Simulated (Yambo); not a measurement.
Yambo run on TlBr (CsCl type, space group Pm-3m, No. 221). The wavefunctions come from this Quantum ESPRESSO step (PBE, PseudoDojo stringent norm-conserving files, scalar-relativistic):

```
&CONTROL
  calculation = 'nscf'
  pseudo_dir = './pseudo'
  outdir = './out'
/
&SYSTEM
  ibrav = 0
  nat = 2
  ntyp = 2
  ecutwfc = 90.4
  ecutrho = 361.6
  occupations = 'fixed'
  force_symmorphic = .true.
  nbnd = 285
/
&ELECTRONS
  conv_thr = 2e-09
  diago_full_acc = .true.
  diago_thr_init = 1e-08
/
ATOMIC_SPECIES
Br 79.9040 Br.upf
Tl 204.3800 Tl.upf
CELL_PARAMETERS angstrom
  3.913675253000   0.000000000000   0.000000000000
  0.000000000000   3.913675253000   0.000000000000
  0.000000000000   0.000000000000   3.913675253000
ATOMIC_POSITIONS crystal
Br   0.500000000000   0.500000000000   0.500000000000
Tl   0.000000000000   0.000000000000   0.000000000000
K_POINTS automatic
4 4 4 0 0 0
```

Yambo input:

```
rim_cut
gw0
dyson
el_el_corr
HF_and_locXC
ppa
em1d
RandQpts= 1000000
RandGvec= 1 Ry
EXXRLvcs= 90.4 Ry
VXCRLvcs= 361.6 Ry
Chimod= "HARTREE"
% BndsRnXp
 10 | 284 |
%
NGsBlkXp= 15 Ry
% LongDrXp
 1.0 | 1.0 | 1.0 |
%
PPAPntXp= 27.2114 eV
% GbndRnge
 1 | 284 |
%
GTermKind= "BG"
DysSolver= "n"
ExtendOut
% QPkrange
 1 | 1 | 19 | 20 |
 3 | 3 | 19 | 20 |
 6 | 6 | 19 | 20 |
 10 | 10 | 19 | 20 |
%
```

k points by index: 1 = Γ, 3 = X, 6 = M, 10 = R.

Resulting energies as the program prints them:

```
#    K-point    Band    Eo [eV]    E [eV]    E-Eo [eV]    Vxc [eV]    Vnlxc [eV]    Sc|Eo [eV]    Sc|E [eV]    dSc/dw|Eo [eV]    Re(Z)    Im(Z)
#
    1    19    -1.535768    -3.444850    -1.909082    -13.94960    -18.88753    2.532241    3.028851    -7.077992    0.793578    -0.001376
    1    20    6.864730    7.012069    0.147339    -8.852963    -4.489885    -4.184347    -4.215739    -5.791091    0.824522    -0.001653
    3    19    0.000000    -1.610386    -1.610386    -15.05564    -18.27779    1.230066    1.611760    -6.449292    0.808401    -0.001245
    3    20    1.723569    1.738273    0.014704    -9.716073    -6.497589    -3.200773    -3.203780    -5.532455    0.831037    -0.001154
    6    19    -0.898085    -2.875743    -1.977658    -14.83374    -19.81502    2.494294    3.003615    -7.007466    0.795214    -0.001372
    6    20    4.913169    4.819505    -0.093664    -11.81579    -8.219495    -3.711480    -3.689961    -6.258661    0.813005    -0.001261
    10    19    -2.180281    -4.084732    -1.904451    -13.94574    -19.02861    2.678394    3.178415    -7.143845    0.792056    -0.001550
    10    20    1.927250    2.044782    0.117532    -9.012573    -5.595291    -3.275830    -3.299749    -5.533475    0.831011    -0.001167
```
(The two width columns are left out.) Convergence of these settings isn't established.

Spin-orbit coupling is not included.

Geometry relaxed with PBEsol.
